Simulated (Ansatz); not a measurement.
AlPd:
```yaml
crystal:
  lattice:
    - [4.85035, 0.00000, 0.00000]
    - [0.00000, 4.85035, 0.00000]
    - [0.00000, 0.00000, 4.85035]
  atoms:
    - { symbol: Al, position: [0.84436, 0.84436, 0.84436] }
    - { symbol: Al, position: [0.65564, 0.15564, 0.34436] }
    - { symbol: Al, position: [0.34436, 0.65564, 0.15564] }
    - { symbol: Al, position: [0.15564, 0.34436, 0.65564] }
    - { symbol: Pd, position: [0.14756, 0.14756, 0.14756] }
    - { symbol: Pd, position: [0.35244, 0.85244, 0.64756] }
    - { symbol: Pd, position: [0.64756, 0.35244, 0.85244] }
    - { symbol: Pd, position: [0.85244, 0.64756, 0.35244] }
```

This is the PBEsol-relaxed structure.

Problem. All from DFT-PBEsol in the program Ansatz with PAW potentials, unless another level is named. Predict the Poisson's ratio.

Solution. 0.31.

Problem. And the highest zone-centre frequency?

Solution. 344 cm⁻¹.

Space group P2_13. The workflow started from a Materials Project entry (that database holds measured and hypothetical structures alike); the Crystallography Open Database copy checked does not list it. With Al and Pd taken as one species the cell has the higher symmetry Pa-3, so it may be an ordered model of a mixed-site phase. Whether it is the stable phase at ambient conditions was not checked. Symmetry was held in the PBEsol relaxation; of distortions, only those at the zone centre were tested. No spin polarisation was allowed. As this level gives no gap, phonon frequencies hold no LO–TO term and depend on the k-mesh and smearing (Fermi–Dirac, 0.1 eV here).

Potentials: the later of the program's two PAW sets.
